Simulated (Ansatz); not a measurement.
Data:

NaCl:
```
NaCl
1.0
    6.68037     0.00000     0.00000
   -3.34019     5.78537     0.00000
    0.00000     0.00000     6.98529
Na Cl
6 6
Cartesian
 -2.22702   3.85731   3.49264
  4.45403   0.00000   3.49264
  1.11317   1.92807   3.49264
 -1.11364   1.92888   0.00000
  2.22728   0.00000   0.00000
  2.22655   3.85649   0.00000
  3.34019   1.92846   1.74651
  3.34019   1.92846   5.23878
  0.00000   3.85692   1.74651
  0.00000   3.85692   5.23878
  0.00000   0.00000   5.23933
  0.00000   0.00000   1.74596
```

This is the PBEsol-relaxed structure.

Task: All from plane-wave PAW PBEsol (Ansatz code), unless another level is named. Estimate the static dielectric constant ε0 (ions relaxed, cell fixed).

Result: 6.64 (xx = yy), 6.84 (zz).

Task: What about the electronic dielectric constant ε∞ (DFPT)?

Result: 2.53 (xx = yy), 2.59 (zz).

Task: Next, the Born charges (a third of the trace)?

Result: Na +1.11, Cl -1.11 e.

Space group P6_3/mmc (NiAs type). The first step of the workflow began from a Materials Project structure, measured or hypothetical; the Crystallography Open Database copy checked does not list it. It is not the phase usual at ambient conditions (space group No. 225). Symmetry was held in the PBEsol relaxation; whether a distortion lowers the energy is not shown.

Potentials: the earlier of the program's two PAW sets. The files were generated under PBE; for other functionals the program regenerates the frozen cores, and for LDA and PBEsol the local potential too.
